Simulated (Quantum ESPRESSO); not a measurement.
**Kohn-Sham bands of Mg$_{2}$Ge (anti-fluorite)**

```
Mg2Ge
1.0
    0.00000     3.18430     3.18430
    3.18430     0.00000     3.18430
    3.18430     3.18430     0.00000
Mg Ge
2 1
Direct
  0.75000   0.75000   0.75000
  0.25000   0.25000   0.25000
  0.00000   0.00000   0.00000
```

Materials Project entry mp-408; symmetrised, unrelaxed at this level. COD (Crystallography Open Database) has an entry of this formula and space group (matched by these alone). Level: LDA, no spin polarisation, no spin-orbit coupling; pw.x of Quantum ESPRESSO at 68 Ry with PseudoDojo potentials, 8×8×8 k-points, Wannier90. Density: 8×8×8 mesh, cold smearing 0.01 Ry. Spin-orbit coupling, left out, would split the p-like bands by a few tenths of an eV. The gap is small at this level and was sampled on the meshes and a path alone.

### Question
List the Kohn-Sham levels between −8 and 3.1 eV relative to the valence-band maximum at the high-symmetry points, as a band run of pw.x on that density gives them (levels within 2 meV counted together).

### Answer
| point | k (reciprocal lattice) | levels (eV) |
|---|---|---|
| Γ | 0.000 0.000 0.000 | 0.00 (×3), 0.92, 2.82 (×3) |
| X | 0.500 0.000 0.500 | -4.57, -2.01 (×2), 0.13, 0.49 |
| U | 0.625 0.250 0.625 | -4.13, -3.53, -1.68, 0.68, 3.10 |
| K | 0.375 0.375 0.750 | -4.13, -3.53, -1.68, 0.68, 3.10 |
| L | 0.500 0.500 0.500 | -4.88, -0.74 (×2), 0.91, 2.77 (×2) |
| W | 0.500 0.250 0.750 | -3.71 (×2), -2.71, 2.78 |
